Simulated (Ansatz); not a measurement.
In2GaP3 as one 6-atom ordering (Imm2) on the zincblende lattice at its r2SCAN geometry, run in Ansatz at 2 levels of theory. (Calculated; non-magnetic; the phase may be known or hypothetical.)

The PBE+SOC input:
```yaml
crystal:
  lattice:
    - [-2.0287630969, 6.1000196155, 2.885372602]
    - [2.0287630969, -6.1000196155, 2.885372602]
    - [2.0287630969, 6.1000196155, -2.885372602]
  atoms:
    - { symbol: Ga, position: [0.0015099376, 0.0015099376, 0.0] }
    - { symbol: P, position: [0.776097933, 0.276097933, 0.5] }
    - { symbol: In, position: [0.6643175025, 0.0003043374, 0.6640131651] }
    - { symbol: P, position: [0.3945801145, 0.2358917273, 0.1586883872] }
    - { symbol: In, position: [0.3362911724, 0.0003043374, 0.3359868349] }
    - { symbol: P, position: [0.07720334, 0.2358917273, 0.8413116128] }
kpoints:
  mp_grid: { grid: [8, 8, 8] }
  band_path:
    path:
      - [0.0, 0.0, 0.0]
      - [0.5, -0.5, 0.5]
      - [0.2776528704, -0.2776528704, 0.7223471296]
      - [-0.2776528704, 0.2776528704, 0.2776528704]
      - [0.3059347051, 0.3059347051, -0.3059347051]
      - [0.6940652949, -0.3059347051, 0.3059347051]
      - [0.0, 0.5, 0.0]
      - [0.25, 0.25, 0.25]
      - [0.5, 0.0, 0.0]
    npoints: 1
hamiltonian:
  xc: pbe
scf:
  occupations: { method: fermi_dirac, width: 0.02 }
  n_extra_bands: 10
magnetization:
  noncollinear: true
  spin_orbit: true
output:
  forces: true
  stress: true
  eigenvalues: true
```

Main results, then, where recorded, the levels near the gap in eV from the Fermi energy (columns number the bands from 0), one row a point of the path (Γ, X, F₀, Σ₀, Λ₀, G₀, R, W, S):
```
Crystal: 6 atoms, lattice volume = 142.832 Å³
Symmetry: 4 space group operations + 4 with time reversal
Magnetic group: BNS 44.230 (UNI 328)
```
```
Basis set: ecut = 420 eV, 2811 PW (Γ), FFT grids on a1+a2, a2+a3, a3
k-points: 95 of 512 (time reversal used)
SCF 1 converged in 9 iterations: F = -17251.404184 eV  dr2 = 1.10e-8
Free energy (F): -17251.404184 eV
Fermi energy:    7.345437 eV
--- Forces (eV/Å), atoms counted from 1 ---
  atom   1  Ga      0.00000      0.00000    -0.03404
  atom   2  P       0.00000      0.00000    -0.01178
  atom   3  In      0.00000    -0.00049      0.00940
  atom   4  P       0.00000      0.03493      0.01352
  atom   5  In      0.00000      0.00049      0.00940
  atom   6  P       0.00000    -0.03493      0.01352
--- Stress (GPa, compression-positive) ---
        1.840076       0.000000       0.000000
        0.000000       1.842066       0.000000
        0.000000       0.000000       1.821732
  P = ⅓ Tr σ = 1.8346 GPa (18.346 kbar)
```
```tsv
band_44	band_45	band_46	band_47	band_48	band_49	band_50	band_51	band_52	band_53	band_54	band_55	band_56	band_57	band_58	band_59
-2.479	-2.479	-1.910	-1.910	-0.559	-0.559	-0.475	-0.475	-0.407	-0.407	0.400	0.400	1.758	1.758	2.541	2.541
-2.884	-2.884	-2.306	-2.306	-2.129	-2.129	-1.023	-1.023	-0.735	-0.735	1.126	1.126	1.599	1.599	2.279	2.279
-2.996	-2.951	-2.800	-2.800	-2.712	-2.685	-2.539	-2.506	-1.741	-1.731	1.513	1.537	1.619	1.638	2.052	2.053
-2.996	-2.951	-2.800	-2.800	-2.712	-2.685	-2.539	-2.506	-1.741	-1.731	1.513	1.537	1.619	1.638	2.052	2.053
-2.306	-2.306	-1.486	-1.486	-1.426	-1.426	-1.246	-1.246	-1.105	-1.105	0.994	0.994	1.376	1.376	1.735	1.735
-2.306	-2.306	-1.486	-1.486	-1.426	-1.426	-1.246	-1.246	-1.105	-1.105	0.994	0.994	1.376	1.376	1.735	1.735
-3.673	-3.673	-2.669	-2.669	-2.593	-2.593	-1.506	-1.506	-1.403	-1.403	1.010	1.010	3.023	3.023	3.294	3.294
-3.507	-3.450	-2.635	-2.627	-2.568	-2.554	-1.841	-1.782	-1.754	-1.723	2.015	2.037	2.093	2.129	3.723	3.729
-2.169	-2.169	-1.990	-1.990	-1.584	-1.584	-1.451	-1.451	-1.273	-1.273	0.985	0.985	2.038	2.038	2.528	2.528
```

With PBE+SOC the gap is 0.81 eV and direct, at Γ.

r2SCAN. Against the first input these blocks differ (the band path and keys that only write files left aside):
```yaml
hamiltonian:
  xc: r2scan
scf:
  occupations: { method: fixed }
  n_extra_bands: 5
```
(magnetization left out)

```
Basis set: ecut = 500 eV, 3643 PW (Γ), FFT grids on a1+a2, a2, a2+a3
k-points: 95 of 512 (time reversal used)
SCF 1 converged in 7 iterations: F = -17293.866465 eV  dr2 = 2.39e-8
Free energy (F): -17293.866465 eV
Fermi energy:    6.748474 eV
--- Forces (eV/Å), atoms counted from 1 ---
  atom   1  Ga      0.00000      0.00000      0.00039
  atom   2  P       0.00000      0.00000      0.00092
  atom   3  In      0.00000    -0.00004      0.00061
  atom   4  P       0.00000      0.00108    -0.00128
  atom   5  In      0.00000      0.00004      0.00061
  atom   6  P       0.00000    -0.00108    -0.00128
--- Stress (GPa, compression-positive) ---
        0.000016       0.000000       0.000000
        0.000000      -0.010544       0.000000
        0.000000       0.000000      -0.006630
  P = ⅓ Tr σ = -0.0057 GPa (-0.057 kbar)
```
```tsv
band_22	band_23	band_24	band_25	band_26	band_27	band_28	band_29
-2.146	-1.545	-0.099	-0.075	0.000	1.271	2.462	3.273
-2.584	-1.934	-1.755	-0.626	-0.323	1.798	2.280	3.075
-2.649	-2.464	-2.362	-2.189	-1.365	2.200	2.302	2.764
-2.649	-2.464	-2.362	-2.189	-1.365	2.200	2.302	2.764
-1.963	-1.072	-1.059	-0.841	-0.726	1.723	2.169	2.443
-1.963	-1.072	-1.059	-0.841	-0.726	1.723	2.169	2.443
-3.383	-2.312	-2.267	-1.083	-1.063	1.782	3.778	4.075
-3.178	-2.251	-2.199	-1.439	-1.373	2.802	2.876	4.466
-1.789	-1.609	-1.205	-1.049	-0.900	1.742	2.777	3.288
```

With r2SCAN the gap is 1.27 eV and direct, at Γ. The mean stress is close to zero (-0.01 GPa).

Totals of different functionals, or with and without spin-orbit coupling, can't be compared.

Only the levels marked +SOC include spin-orbit coupling.
